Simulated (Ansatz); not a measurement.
Values for one crystal, relaxed and computed with r²SCAN in the plane-wave PAW code Ansatz; other levels are named.

| Property | Value |
|---|---|
| Volume per atom | 11.09 Å³ |
| Electronic character | metallic (no gap) |
| Density of states at the Fermi level | 0.50 states/eV per atom (mean over ±0.08 eV) |
| Formation energy from the elements (no fitted shifts) | -0.28 eV/atom |

Problem. Which of these materials gives this?
(A) Ga2Cu, P4/mmm (Ga on 2h, Cu on 1a)
(B) GaNi3, Cu3Au type
(C) GaPt3, I4/mcm (Ga on 4b, Pt on 8h, Pt on 4a)
(D) Y2Ga3Cu, P3m1 (Pearson symbol hP6)

Solution. B, GaNi3, Cu3Au type

Space group Pm-3m (Cu3Au type). The first step of the workflow began from a Materials Project structure, measured or hypothetical; the Crystallography Open Database copy checked does not list it. With Ga and Ni taken as one species the cell has the higher symmetry Fm-3m, so it may be an ordered model of a mixed-site phase. Its standing as an ambient phase is unchecked. The r²SCAN relaxation kept the symmetry of its start; whether a distortion lowers the energy is not shown. The final state is ferromagnetic, the only order run, not a proven ground state. Other orbital occupations within this spin state were not tried. The references are the lowest solids computed at this level, not always the standard phases. Spin–orbit coupling is left out wherever it is not named.

Potentials: the earlier of the program's two PAW sets.
